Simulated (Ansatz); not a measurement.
Ag:
Space group Fm-3m (No. 225); a = 4.104 Å, b = 4.104 Å, c = 4.104 Å, α = 90.00°, β = 90.00°, γ = 90.00°

| atom | site | symmetry | x | y | z |
|---|---|---|---|---|---|
| Ag | 4a | m-3m | 0.0000 | 0.0000 | 0.0000 |
(The calculation used a cell of 1 atom; values per cell refer to that cell.)

Relaxed with r²SCAN.

**Question.** Which orbitals make up the states near the Fermi level in plane-wave PAW r²SCAN (Ansatz code)?

**Answer.** Within 0.5 eV of the Fermi level: Ag 5s 56 %, Ag 4d 15 %, outside the projected shells 30 %. Projections are on Löwdin-orthogonalised atomic valence shells; empty p or d shells of many metals are not among them.

**Question.** Tabulate the density of states.

**Answer.** States/eV per cell of 1 atom, in 0.25 eV bins, energy from the Fermi level.

| E (eV) | total | Ag 4d | Ag 5s |
|---|---|---|---|
| -7.85 | 0.02 | 0.00 | 0.02 |
| -7.60 | 0.05 | 0.00 | 0.05 |
| -7.35 | 0.08 | 0.00 | 0.07 |
| -7.10 | 0.10 | 0.00 | 0.10 |
| -6.85 | 0.18 | 0.05 | 0.13 |
| -6.60 | 1.45 | 1.16 | 0.28 |
| -6.35 | 3.05 | 2.63 | 0.41 |
| -6.10 | 3.43 | 3.08 | 0.34 |
| -5.85 | 2.24 | 2.10 | 0.12 |
| -5.60 | 2.64 | 2.54 | 0.08 |
| -5.35 | 2.56 | 2.46 | 0.08 |
| -5.10 | 3.18 | 3.06 | 0.11 |
| -4.85 | 4.00 | 3.84 | 0.14 |
| -4.60 | 2.56 | 2.43 | 0.11 |
| -4.35 | 3.08 | 2.97 | 0.09 |
| -4.10 | 3.14 | 3.04 | 0.07 |
| -3.85 | 2.62 | 2.54 | 0.06 |
| -3.60 | 3.00 | 2.94 | 0.06 |
| -3.35 | 3.53 | 3.46 | 0.06 |
| -3.10 | 0.51 | 0.43 | 0.08 |
| -2.85 | 0.20 | 0.11 | 0.09 |
| -2.60 | 0.20 | 0.09 | 0.10 |
| -2.35 | 0.20 | 0.08 | 0.11 |
| -2.10 | 0.20 | 0.08 | 0.12 |
| -1.85 | 0.21 | 0.07 | 0.12 |
| -1.60 | 0.21 | 0.06 | 0.13 |
| -1.35 | 0.22 | 0.06 | 0.14 |
| -1.10 | 0.22 | 0.05 | 0.14 |
| -0.85 | 0.23 | 0.05 | 0.14 |
| -0.60 | 0.24 | 0.05 | 0.15 |
| -0.35 | 0.26 | 0.04 | 0.15 |
| -0.10 | 0.26 | 0.04 | 0.14 |
| 0.15 | 0.26 | 0.04 | 0.14 |
| 0.40 | 0.26 | 0.03 | 0.14 |
| 0.65 | 0.26 | 0.03 | 0.13 |
| 0.90 | 0.25 | 0.03 | 0.13 |
| 1.15 | 0.25 | 0.02 | 0.12 |
| 1.40 | 0.25 | 0.02 | 0.11 |
| 1.65 | 0.26 | 0.02 | 0.11 |
| 1.90 | 0.25 | 0.02 | 0.10 |
| 2.15 | 0.24 | 0.01 | 0.09 |
| 2.40 | 0.23 | 0.01 | 0.08 |
| 2.65 | 0.22 | 0.01 | 0.07 |
| 2.90 | 0.20 | 0.01 | 0.06 |
| 3.15 | 0.19 | 0.01 | 0.05 |
| 3.40 | 0.17 | 0.01 | 0.05 |
| 3.65 | 0.24 | 0.01 | 0.11 |
| 3.90 | 0.33 | 0.02 | 0.17 |
| 4.15 | 0.33 | 0.02 | 0.17 |
| 4.40 | 0.32 | 0.01 | 0.15 |
| 4.65 | 0.30 | 0.01 | 0.13 |

Symmetry was held in the r²SCAN relaxation. No spin polarisation was allowed. Scalar-relativistic: spin–orbit coupling is off unless named, which matters more the heavier the elements.

Potentials: the later of the program's two PAW sets.
